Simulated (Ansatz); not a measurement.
# ZrRh$_{3}$: zone-centre modes under pressure

ZrRh$_{3}$, Pm-3m, a = 3.879 Å. The structure is a COD entry; whether it is the stable form wasn't checked. Ansatz: LDA, PAW, 420 eV, Γ-centred 12×12×12 mesh on 4 atoms, Fermi-Dirac smearing 0.15 eV; no spin polarisation. Cell and atoms are relaxed at each pressure with the symmetry kept; optical modes at Γ by linear response, in cm⁻¹, matched by rank (the highest 3 distinct ones).

| P (GPa) | V (Å³/atom) | ω1 | ω2 | ω3 |
| --- | --- | --- | --- | --- |
| 0 | 14.588 | 159.9 | 180.7 | 221.8 |
| 8 | 14.163 | 171.7 | 192.2 | 239.4 |
| 25 | 13.442 | ? | ? | ? |

Q: Get each mode's Grüneisen parameter γ = −d ln ω/d ln V from the other rows and predict the missing frequencies.

A: ln(V/V0) = 0.0000, -0.0296, -0.0818; a line through ln(ω/ω0) of the 2 known rows gives ω1: γ = 2.405, predicted 194.7, computed 192.9; ω2: γ = 2.084, predicted 214.3, computed 213.0; ω3: γ = 2.580, predicted 273.9, computed 270.9. The worst miss is 1.1 %: γ isn't constant over this range. In a metal these frequencies hang on the mesh and smearing.